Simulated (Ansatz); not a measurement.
Computed properties of SnO

SnO:
```
CELL_PARAMETERS angstrom
      0.00000     2.68829     2.68829
      2.68829     0.00000     2.68829
      2.68829     2.68829     0.00000
ATOMIC_POSITIONS crystal
  O  0.25000 0.25000 0.25000
  Sn 0.00000 0.00000 0.00000
```

Space group F-43m (No. 216), zinc blende; conventional cell a = b = c = 5.3766 Å, α = β = γ = 90.00°.

Method: plane-wave PAW PBEsol (Ansatz code). Geometry: relaxed at this level of theory. Other levels are named where they apply.

**Cell and energy**

| Property | Result |
|---|---|
| Volume per atom | 19.43 Å³ |
| Density | 5.76 g/cm³ |
| Formation energy from the elements (no fitted shifts) | -786 meV/atom |

**Electronic structure**

| Property | Value |
|---|---|
| Electronic character | metallic (no gap) |
| Density of states at the Fermi level | 0.24 states/eV per atom (mean over ±0.08 eV) |
| Gap with spin–orbit coupling | none (metallic) |

**Mechanics**

| Item | Result |
|---|---|
| Bulk modulus (Birch–Murnaghan fit) | 664 kbar |
| Pressure derivative B′ | 3.9 |
| Elastic constants (relaxed ions, GPa) | C11 = 67.9, C12 = 66.4, C44 = -38.8 |
| Mechanical stability | unstable (C has a negative eigenvalue) |

**Phonons**

| Quantity | Result |
|---|---|
| Highest zone-centre frequency | 204 cm⁻¹ |
| Zone-centre stability | no imaginary mode at Γ |

The start of the workflow was typed in or built on a structure type; neither database checked (COD, Materials Project) lists it. It is not the phase usual at ambient conditions (space group No. 129). The cell was relaxed with PBEsol under the symmetry of its start. The volume moved by 16 % from the start of the relaxation. As this level gives no gap, shear constants depend on the k-mesh and smearing (Fermi–Dirac, 0.1 eV here). As this level gives no gap, phonon frequencies hold no LO–TO term and depend on the k-mesh and smearing (Fermi–Dirac, 0.1 eV here). The references are the lowest solids computed at this level, not always the standard phases (solids in place of the gases). Spin–orbit coupling is left out wherever it is not named.

Potentials: the later of the program's two PAW sets.
